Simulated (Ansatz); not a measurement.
BAs:
```
BAs
1.0
    6.53375     0.00000     0.00000
    0.00000     3.37944     0.00000
    0.00000     0.00000     5.62096
B As
4 4
Direct
  0.16023   0.25000   0.40078
  0.33977   0.75000   0.90078
  0.83977   0.75000   0.59922
  0.66023   0.25000   0.09922
  0.83646   0.25000   0.39133
  0.66354   0.75000   0.89133
  0.16354   0.75000   0.60867
  0.33646   0.25000   0.10867
```

Tensor components refer to the Cartesian frame of this cell.

Problem. Give the high-frequency dielectric tensor and the Born effective charge tensors of the independent atoms from DFPT, the program Ansatz at the LDA level (PAW).

Solution. 
ε∞:
```
9.25  0.00  0.00
0.00  9.30  0.00
0.00  0.00  8.34
```
Z* of atom 1 (B), rows: field, columns: displacement, in e:
```
-0.23   0.00  -0.52
 0.00  -0.41   0.00
-0.25   0.00  -0.31
```
Z* of atom 5 (As), rows: field, columns: displacement, in e:
```
0.23  0.00  0.53
0.00  0.41  0.00
0.36  0.00  0.31
```

Space group Pnma. The start of the workflow was typed in or built on a structure type; neither database checked (COD, Materials Project) lists it. It is not the phase usual at ambient conditions (space group No. 216). The LDA relaxation kept the symmetry of its start; its stability against distortions is not shown here. The volume moved by 23 % from the start of the relaxation. Its formation energy is positive at this level, so the cell may be metastable or incomplete. Spin–orbit coupling is left out wherever it is not named.

Potentials: the later of the program's two PAW sets.
